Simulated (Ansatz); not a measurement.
Ansatz (a program for electronic structure) input:

Ansatz 0.2 input:
```yaml
crystal:
  lattice:
    - [0.0, 3.4001743668, 3.4001743668]
    - [3.4001743668, 0.0, 3.4001743668]
    - [3.4001743668, 3.4001743668, 0.0]
  atoms:
    - { symbol: Sr, position: [0.0, 0.0, 0.0] }
    - { symbol: Cl, position: [0.25, 0.25, 0.25] }
    - { symbol: Cl, position: [0.75, 0.75, 0.75] }
kpoints:
  mp_grid: { grid: [7, 7, 7] }
hamiltonian:
  xc: lda
  pseudopotentials: { kind: paw }
scf:
  occupations: { method: fixed }
elastic: { mode: relaxed_ion, stencil: two_point, amplitude: 0.005, f_tol: 0.0005 }
```

Output (shortened):

```
Pseudopotential: Sr, paw, valence charge 10
Pseudopotential: Cl, paw, valence charge 7
Functional definition: SPW92
Crystal: 3 atoms, lattice volume = 78.620 Å³
Basis set: ecut = 420 eV, 1471 PW (Γ)
Bands: 16, of which v1, the nominal top of the filled ones, is band 12 counted from 1 (11 counted from 0)
Symmetry: 48 space group operations
Space group: Fm-3m (ITA 225), of the structure as read, at distance tolerance 4.3e-5 Å
k-points: 20 of 343
SCF 1 converged in 9 iterations: F = -5540.094534 eV  dr2 = 2.85e-15
Crystal: 3 atoms, lattice volume = 78.227 Å³
Symmetry: 16 space group operations
k-points: 40 of 343
SCF 2 converged in 8 iterations: F = -5540.094036 eV  dr2 = 1.44e-15
Crystal: 3 atoms, lattice volume = 79.013 Å³
SCF 3 converged in 5 iterations: F = -5540.094027 eV  dr2 = 9.99e-14
Crystal: 3 atoms, lattice volume = 78.620 Å³
Symmetry: 8 space group operations
k-points: 64 of 343
SCF 4 converged in 9 iterations: F = -5540.094406 eV  dr2 = 7.01e-14
relax step   1: F+E_penalty+E_count = -5540.09440621 eV  Δ(F+E_penalty+E_count) = +0.000e0 eV  max|allowed force component| = 1.635e-2 eV/Å  Δτ_max = 0.0000 Å  (9 SCF iters, accepted)
Crystal: 3 atoms, lattice volume = 78.620 Å³
SCF 5 converged in 8 iterations: F = -5540.094460 eV  dr2 = 6.32e-15
relax step   2: F+E_penalty+E_count = -5540.09445974 eV  Δ(F+E_penalty+E_count) = -5.353e-5 eV  max|allowed force component| = 3.424e-3 eV/Å  Δτ_max = 0.0041 Å  (8 SCF iters, accepted)
Crystal: 3 atoms, lattice volume = 78.620 Å³
SCF 6 converged in 7 iterations: F = -5540.094462 eV  dr2 = 4.77e-15
relax step   3: F+E_penalty+E_count = -5540.09446220 eV  Δ(F+E_penalty+E_count) = -2.453e-6 eV  max|allowed force component| = 2.259e-7 eV/Å  Δτ_max = 0.0007 Å  (7 SCF iters, accepted)
Crystal: 3 atoms, lattice volume = 78.620 Å³
SCF 7 converged in 2 iterations: F = -5540.094462 eV  dr2 = 1.26e-16
Crystal: 3 atoms, lattice volume = 78.620 Å³
SCF 8 converged in 9 iterations: F = -5540.094406 eV  dr2 = 3.47e-14
relax step   1: F+E_penalty+E_count = -5540.09440621 eV  Δ(F+E_penalty+E_count) = +0.000e0 eV  max|allowed force component| = 1.635e-2 eV/Å  Δτ_max = 0.0000 Å  (9 SCF iters, accepted)
Crystal: 3 atoms, lattice volume = 78.620 Å³
SCF 9 converged in 8 iterations: F = -5540.094462 eV  dr2 = 5.10e-15
relax step   2: F+E_penalty+E_count = -5540.09446219 eV  Δ(F+E_penalty+E_count) = -5.598e-5 eV  max|allowed force component| = 1.294e-6 eV/Å  Δτ_max = 0.0034 Å  (8 SCF iters, accepted)
Crystal: 3 atoms, lattice volume = 78.620 Å³
SCF 10 converged in 2 iterations: F = -5540.094462 eV  dr2 = 7.13e-16
SCF converged after 9 iterations
Free energy (F): -5540.094534 eV
Harris-Foulkes:  -5540.094534 eV  (|F-HF|=1.82e-12)
Internal energy: -5540.094534 eV  (E = F + TS)
E sigma→0 (E₀):  -5540.094534 eV
Fermi energy:    3.580270 eV
--- Per-component energies (eV) ---
  E_band       = -135.083911
  E_kinetic    = 569.898681
  E_local      = -1140.406775  (includes V_loc(G=0)·N_el)
  E_nonlocal   = 266.565564
  E_hartree    = 307.761452
  E_xc         = -384.943324
  E_vxc        = -406.725484  (∫ρ·V_xc dr)
  E_paw        = -3847.715941  (= ΣΔE_a)
  E_vpaw       = -39.938997  (= ΣTr[D̂ρ^β])
  E_aug_tail   = 0.000198  (compensation charges beyond the density's cutoff)
  E_ewald      = -1311.929507
  E_core_change = 0.675119  (= ΣΔE_core)
  E_smearing   =  0.000000  (= −TS)
  E_closure    = 0.000000  (closes the sum)
  Σ components = -5540.094534   (vs F -5540.094534, Δ=0.00e0)
--- Forces (eV/Å), atoms counted from 1 ---
  atom   1  Sr     0.00000000     0.00000000     0.00000000
  atom   2  Cl     0.00000000     0.00000000     0.00000000
  atom   3  Cl     0.00000000     0.00000000     0.00000000
  max |Σ_I F_I| component: 1.73e-18 eV/Å
--- Stress (GPa, compression-positive) ---
       -0.003688       0.000000       0.000000
        0.000000      -0.003688       0.000000
        0.000000       0.000000      -0.003688
  P = ⅓ Tr σ = -0.0037 GPa (-0.037 kbar)
--- Band table (eV; the first three rows and the last of 20) ---
  k-point 0: bands = ["-28.8782", "-10.9448", "-10.9448", "-10.9448", "-9.8892", "-8.8405", "1.1556", "1.1556", "1.1556", "3.2457", "3.2457", "3.2457", "8.7952", "9.3991", "9.3991", "12.3780"]
  k-point 1: bands = ["-28.8771", "-11.0813", "-10.9490", "-10.9490", "-9.6964", "-8.8941", "1.2425", "1.2425", "1.3287", "2.9644", "3.1113", "3.1113", "9.2852", "9.5961", "9.5961", "11.6014"]
  k-point 2: bands = ["-28.8748", "-11.2891", "-10.9583", "-10.9583", "-9.4292", "-8.9357", "1.4701", "1.4701", "1.7033", "2.4265", "2.8017", "2.8017", "9.9528", "9.9528", "10.0888", "11.4160"]
  k-point 19: bands = ["-28.8709", "-11.3294", "-11.2416", "-10.9932", "-9.0287", "-8.9305", "0.8022", "1.1734", "2.0410", "2.4128", "3.1750", "3.4512", "9.4715", "10.5463", "10.7844", "11.0167"]
--- Elastic constants: 2 strain directions × 2 members + reference (group order 48) ---
  dense FFT box of the reference and of every strained cell: 36×36×36
  strains applied: 11, 23; error gains: componentwise 1.00 (the most a stress slope's error grows in a printed constant), spectral 1.73 (1 for all six strains …
  C = ∂σ_k/∂η_j (tension-positive GPa; Voigt order 11 22 33 23 13 12):
        81.829     25.229     25.229      0.000      0.000      0.000
        25.229     81.829     25.229      0.000      0.000      0.000
        25.229     25.229     81.829      0.000      0.000      0.000
         0.000      0.000      0.000     11.632      0.000      0.000
         0.000      0.000      0.000      0.000     11.632      0.000
         0.000      0.000      0.000      0.000      0.000     11.632
  reference stress σ⁰ (GPa):      0.004      0.004      0.004      0.000      0.000      0.000
  moduli (Voigt/Reuss/Hill, GPa): K = 44.10/44.10/44.10   G = 18.30/15.22/16.76   E = 44.62   ν = 0.331
  mechanically stable: yes (min eigenvalue of sym C = 11.63 GPa)
  strain η (Voigt 11):  stress-route row diagonal C_11 = 81.83 GPa, energy-path curvature d²(F+E_count+ΔE)/dδ²/Ω₀ = 81.82 GPa
         δ    σ_11 (GPa)             F (eV)   n_scf  n_hpsi   n_pw
    -5.000e-3      -0.4113       -5540.0940360       8   13059   1544   relax 0 steps, max|allowed force component| 1.39e-17 eV/Å
     5.000e-3       0.4070       -5540.0940274       5   10405   1562   relax 0 steps, max|allowed force component| 1.39e-17 eV/Å
  strain η (Voigt 23):  stress-route row diagonal C_44 = 11.63 GPa, energy-path curvature d²(F+E_count+ΔE)/dδ²/Ω₀ = 11.63 GPa
         δ    σ_23 (GPa)             F (eV)   n_scf  n_hpsi   n_pw
    -5.000e-3      -0.0582       -5540.0944622       2   10111   1550   relax 3 steps, max|allowed force component| 2.26e-7 eV/Å
     5.000e-3       0.0582       -5540.0944622       2   10099   1550   relax 2 steps, max|allowed force component| 1.29e-6 eV/Å
```

Cost: around 25 core-seconds (rough) on shared cores.

Symmetry was held in the LDA relaxation; phonons on a q-mesh show no instability. Scalar-relativistic: spin–orbit coupling is off unless named, which matters more the heavier the elements.

Potentials: the later of the program's two PAW sets.

Ansatz is a plane-wave DFT program.
